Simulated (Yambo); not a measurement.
# Optical response of Sr2MgWO6

```
CELL_PARAMETERS angstrom
     -2.78845     2.78845     3.98949
      2.78845    -2.78845     3.98949
      2.78845     2.78845    -3.98949
ATOMIC_POSITIONS crystal
  O  0.74153 0.74153 0.00000
  O  0.25847 0.25847 0.00000
  O  0.70594 0.77657 0.48251
  O  0.29406 0.22343 0.51749
  O  0.77657 0.29406 0.07063
  O  0.22343 0.70594 0.92937
  Mg 0.00000 0.00000 0.00000
  Sr 0.75000 0.25000 0.50000
  Sr 0.25000 0.75000 0.50000
  W  0.50000 0.50000 0.00000
```

Yambo, RPA with local fields on PBEsol bands shifted by a G0W0 scissor of 1.97 eV; 4×4×4 mesh, 112 bands, 3 Ry local-field block, 0.2 eV broadening; field along x.

```
E (eV)  Im ε  Re ε  Im ε, independent particles
------  ----  ----  ---------------------------
0.0     0.00  3.67                         0.00
0.5     0.01  3.68                         0.01
1.0     0.01  3.70                         0.02
1.5     0.02  3.74                         0.03
2.0     0.03  3.79                         0.04
2.5     0.04  3.87                         0.06
3.0     0.05  3.98                         0.08
3.5     0.07  4.12                         0.11
4.0     0.10  4.33                         0.17
4.5     0.16  4.63                         0.28
5.0     0.33  5.17                         0.62
5.5     1.25  6.07                         2.64
6.0     3.44  5.04                         6.38
6.5     2.37  3.48                         4.45
7.0     2.27  4.13                         4.99
7.5     2.28  3.32                         2.60
8.0     2.06  4.00                         1.99
8.5     2.87  3.68                         1.28
9.0     2.05  3.78                         1.69
9.5     3.36  4.56                         3.45
10.0    4.40  3.58                         4.60
10.5    4.62  2.50                         4.86
11.0    3.88  1.70                         4.27
11.5    3.57  1.56                         4.22
12.0    3.68  1.40                         4.60
12.5    3.45  0.72                         3.44
13.0    3.00  0.53                         3.01
13.5    2.77  0.63                         2.84
14.0    2.53  0.42                         2.45
14.5    2.35  0.08                         1.82
15.0    1.90  0.04                         1.55
15.5    1.38  0.32                         1.17
16.0    1.27  0.73                         1.20
16.5    1.65  0.84                         1.60
17.0    1.46  0.59                         1.48
17.5    1.29  0.80                         1.36
18.0    1.43  0.90                         1.53
18.5    1.40  0.93                         1.60
19.0    1.53  0.97                         1.78
19.5    1.67  0.91                         1.95
20.0    1.60  0.54                         1.77
```

Structure narrower than a few tenths of an eV can come from the finite k mesh. Convergence of the RPA response with its 4×4×4 mesh was not tested. The scissor comes from a G0W0 run whose convergence isn't established. No excitonic effects at this level.

Spin-orbit coupling is left out, which matters for elements this heavy: edges can move by tenths of an eV.

Geometry of the Materials Project entry, not relaxed at this level.

The structure is a Materials Project entry; no match was found in the copy of COD used, and its stability was not checked.
